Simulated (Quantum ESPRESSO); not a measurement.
**F in NaCl: quadrupolar couplings**

Host, cell and atoms relaxed with PBE and no dispersion term (field gradients by PBE PAW (JTH datasets; density from pw.x of a modified build of Quantum ESPRESSO, gradients reconstructed from it by a script), 30 Ha, k-mesh 4×4×4 through Γ):

```
site                   site symmetry  Vzz (10²¹ V/m²)  η_Q  ∣C_Q∣ (MHz)
---------------------  -------------  ---------------  ---  -----------
Na (atoms 1, 3, 5, 7)           m-3m                0    –     0 (²³Na)
Cl (atoms 2, 4, 6, 8)           m-3m                0    –     0 (³⁵Cl)
```

Its cell: a = b = c = 5.6804 Å, α = β = γ = 90.00°.

Changed cell (atom 2 is the new one; 30 Ha, k-mesh 4×4×4 through Γ):

```xyz
8
Lattice="5.5209 0.0000 0.0000 0.0000 5.5209 0.0000 0.0000 0.0000 5.5209" Properties=species:S:1:pos:R:3 pbc="T T T"
Na     0.0000     0.0000     0.0000
F      2.7605     0.0000     0.0000
Na     0.0000     2.7605     2.7605
Cl     2.7605     2.7605     2.7605
Na     2.7605     0.0000     2.7605
Cl     0.0000     0.0000     2.7605
Na     2.7605     2.7605     0.0000
Cl     0.0000     2.7605     0.0000
```
The cell was made here from a computed Materials Project entry: one of 4 Cl replaced by F, cell and atoms relaxed (PBE without dispersion, pw.x of Quantum ESPRESSO, symmetry kept). The parent is NaCl in Fm-3m. The swapped cell is a model, not a known phase. Stability against distortions was not tested.

Quadrupole moments taken as inputs (sizes, barn, from the tables of PySCF and pymatgen): ²³Na 0.104, ³⁵Cl 0.0817.

Principal values are ordered |Vxx| ≤ |Vyy| ≤ |Vzz|, η = (Vxx − Vyy)/Vzz, and C_Q = eQVzz/h is given by its size. Cores are frozen. Against all-electron runs on small test molecules, this scheme's |Vzz| missed by −3 to −9 % on Cl. Na had no test against all-electron runs. The structure is static (0 K, no zero-point motion).

Q: What do the sites of the changed cell show?

A: 
```
site                 distance to atom 2 (Å)  Vzz (10²¹ V/m²)   η_Q  ∣C_Q∣ (MHz)
-------------------  ----------------------  ---------------  ----  -----------
Na1 (atoms 1, 5, 7)                    2.76             0.44  0.00         1.10
F (atom 2)                                –                0     –            –
Na2 (atom 3)                           4.78                0     –            0
Cl (atoms 4, 6, 8)                     3.90            -0.25  0.00         0.50
```
The swap repeats in every cell, so this is an ordered compound and not a dilute impurity.
